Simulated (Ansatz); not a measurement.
Sc3Al (Pm-3m), one atom moved along a line

Level of theory: DFT r2SCAN, scalar-relativistic, plane waves, PAW (Ansatz 0.2.0). Cutoff 500 eV, Γ-centred 12×12×12 k-points, Gaussian smearing of 0.15 eV. No spin polarisation. Energies are free energies at this smearing, counted from the undisturbed cell; pressure is positive in compression.

Reference structure (relaxed at this level; it needn't be the usual structure):

```
Sc Al
1.0
     4.42690    0.00000    0.00000
     0.00000    4.42690    0.00000
     0.00000    0.00000    4.42690
Sc Al
3 1
Direct
  0.50000 0.00000 0.50000
  0.00000 0.50000 0.50000
  0.50000 0.50000 0.00000
  0.00000 0.00000 0.00000
```

Atom 4 (Al) is moved by x along the Cartesian unit vector (0.000, 0.000, 1.000); the cell and all other atoms stay fixed. The cell is metallic on the mesh throughout.

| x (Å) | ΔE (meV/cell) | force along x on the moved atoms (eV/Å) | pressure (GPa) |
| --- | --- | --- | --- |
| -0.6000 | 837.0 | 2.94 | 4.3 |
| -0.2000 | 88.0 | ? | ? |
| 0.0000 | 0.0 | 0.00 | 0.0 |
| 0.4000 | 360.0 | -1.85 | 1.9 |
| 0.5000 | 571.3 | -2.38 | 3.0 |

By symmetry 0.6000 repeats -0.6000, -0.4000 repeats 0.4000, 0.2000 repeats -0.2000 in energy, with the opposite slope along the path.

(1) Give the withheld values.

Results:

(1) force along x on the moved atoms (eV/Å) at x (Å) = -0.2000: 0.89; pressure (GPa) at x (Å) = -0.2000: 0.5.